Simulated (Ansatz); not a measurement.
Hf₂O:
```xyz
6
Lattice="3.1288 0.0000 0.0000 -1.5644 2.7096 0.0000 0.0000 0.0000 10.7742" Properties=species:S:1:pos:R:3 pbc="T T T"
Hf     1.5644     0.9032     9.5779
Hf     0.0000     1.8064     1.1963
Hf     0.0000     1.8064     4.1908
Hf     1.5644     0.9032     6.5834
O      0.0000     0.0000     8.0807
O      0.0000     0.0000     2.6936
```

Relaxed with PBEsol. Special points in fractions of this cell's reciprocal vectors: Γ (0.000, 0.000, 0.000); M (0.500, 0.000, 0.000); K (0.333, 0.333, 0.000); A (0.000, 0.000, 0.500); L (0.500, 0.000, 0.500); H (0.333, 0.333, 0.500).

### Question
List the band energies nearest the Fermi level at these points for PBEsol with spin–orbit coupling in the plane-wave PAW code Ansatz.

### Answer
In eV from the Fermi level; about four levels below and three above (degenerate sets whole), none deeper than 8.9 eV; points with the same levels are listed once.

| k | below | above |
|---|---|---|
| Γ | -0.87 -0.87 -0.53 -0.53 | 0.84 0.84 1.10 1.10 |
| M | -0.72 -0.72 -0.66 -0.66 | 1.08 1.08 2.03 2.03 |
| K | -1.00 -1.00 -0.76 -0.76 | 1.35 1.35 1.50 1.50 |
| A | -1.98 -1.98 -1.98 -1.98 | 0.67 0.67 0.67 0.67 |
| L | -1.12 -1.12 -1.12 -1.12 | 0.23 0.23 0.23 0.23 |
| H | -0.91 -0.91 -0.88 -0.88 | 1.33 1.33 1.48 1.48 |

Space group P6_3/mmc. The start of the workflow was typed in or built on a structure type; neither database checked (COD, Materials Project) lists it. Its standing as an ambient phase is unchecked. Symmetry was held in the PBEsol relaxation; its stability against distortions is not shown here. No spin polarisation was allowed.

Potentials: the earlier of the program's two PAW sets. The files were generated under PBE; for other functionals the program regenerates the frozen cores, and for LDA and PBEsol the local potential too.
